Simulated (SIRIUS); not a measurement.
Worked example: self-consistent single point of SiC (F-43m, 8 atoms in the cell; from Materials Project mp-8062) in SIRIUS.

Method: PBE, PseudoDojo 0.5 standard norm-conserving PBE (tails mended) pseudopotentials (plane waves; SIRIUS).

```yaml
crystal:
  lattice:
    - [4.35399, 0.00000, 0.00000]
    - [0.00000, 4.35399, 0.00000]
    - [0.00000, 0.00000, 4.35399]
  atoms:
    - { symbol: Si, position: [0.25000, 0.25000, 0.75000] }
    - { symbol: Si, position: [0.25000, 0.75000, 0.25000] }
    - { symbol: Si, position: [0.75000, 0.25000, 0.25000] }
    - { symbol: Si, position: [0.75000, 0.75000, 0.75000] }
    - { symbol: C, position: [0.00000, 0.00000, 0.00000] }
    - { symbol: C, position: [0.00000, 0.50000, 0.50000] }
    - { symbol: C, position: [0.50000, 0.00000, 0.50000] }
    - { symbol: C, position: [0.50000, 0.50000, 0.00000] }
```

Reference input (self-consistent single point, DFT, PBE, plane waves, PseudoDojo 0.5 standard norm-conserving PBE (tails mended) pseudopotentials): parameters.ngridk = 4 4 4; parameters.xc_functionals = [XC_GGA_X_PBE, XC_GGA_C_PBE]; parameters.gk_cutoff = 9.055 1/bohr; parameters.pw_cutoff = 18.111 1/bohr; parameters.smearing = fermi_dirac; parameters.smearing_width = 0.000367493 Ha; potentials = PseudoDojo 0.5 standard norm-conserving PBE (tails mended) pseudopotentials; parameters.electronic_structure_method = pseudopotential; parameters.num_bands = 20; parameters.num_mag_dims = 0; parameters.num_dft_iter = 100; parameters.energy_tol = 1e-07 Ha. This run's input differs from it in these lines:

```diff
@@ -16,3 +16,3 @@
     "pw_cutoff": 18.111,
-    "ngridk": [4, 4, 4],
+    "ngridk": [3, 3, 3],
     "smearing": "fermi_dirac",
```

The program printed (abridged):

```
[find] density tolerance         : 1e-06
[find] total energy tolerance    : 1e-07
[find] iter_solver_tol (initial) : 0.01
[find] iter_solver_tol (target)  : 1e-13
[find] num_dft_iter              : 100
Charges and magnetic moments
--------------------------------------------------------------------------------
total charge          : 32.000000
[find] | SCF iteration   0 out of 100|
[diagonalize] iterative solver tolerance (occupied, empty): 0.01 0.01
[diagonalize] average number of iterations: 3.25
[find] Charges and magnetic moments
[find] total charge          : 32.000000
[find] Energy
   [... lines left out ...]

[find] Charges and magnetic moments
[find] total charge          : 32.000000
[find] Energy
[find] smearing (-TS)                 :       0.00000000
[find] Total energy                   :     -41.07791620 (Ha),     -82.15583241 (Ry)
[find] Free energy (E-TS)             :     -41.07791620 (Ha),     -82.15583241 (Ry)
[find] band gap (eV)                  :       1.35351095
[find] Efermi                         :       0.37705592
[find] iteration : 17, RMS (target) : 2.8563e-07 (1.0000e-06) , energy difference (target) : 2.5935e-12 (1.0000e-07)
[find] bands are converged : true
[find] iterative solver converged : true
[find] converged after 18 SCF iterations!
[find] Charges and magnetic moments
[find] total charge          : 32.000000
[find] Energy
[find] smearing (-TS)                 :       0.00000000
[find] Total energy                   :     -41.07791620 (Ha),     -82.15583241 (Ry)
[find] Free energy (E-TS)             :     -41.07791620 (Ha),     -82.15583241 (Ry)
[find] band gap (eV)                  :       1.35351095
[find] Efermi                         :       0.37705592
[ground_state] === stress tensor components [kbar] ===
[ground_state] === stress_total ===
[ground_state]   -38.849358    0.000000   -0.000000
[ground_state]     0.000000  -38.849358    0.000000
[ground_state]    -0.000000    0.000000  -38.849358
[ground_state] ==== total Forces in Ha/bohr =====
[ground_state] atom:    0, force:       0.0000000      0.0000000     -0.0000000
   [... zero for the other atoms too ...]
```

The run converged in 18 iterations. SIRIUS prints the stress tensor with tension positive. Against the reference run the free energy goes up by 5.2 meV/atom and the pressure moves little (3.86 to 3.88 GPa).

This run is one point of a test of settings, so its values need not be converged; read them against the reference run alone. The structure comes from a collection of computed structures, made at another level of theory; the collection holds predicted forms beside known ones.

Cost on one core: about 28 core-seconds (a rough figure).

The gap that the log prints is read on the run's mesh, which can miss the band edges or a crossing.

“Tails mended”: in these copies of the files the far tail of each local potential was reset to the Coulomb form.
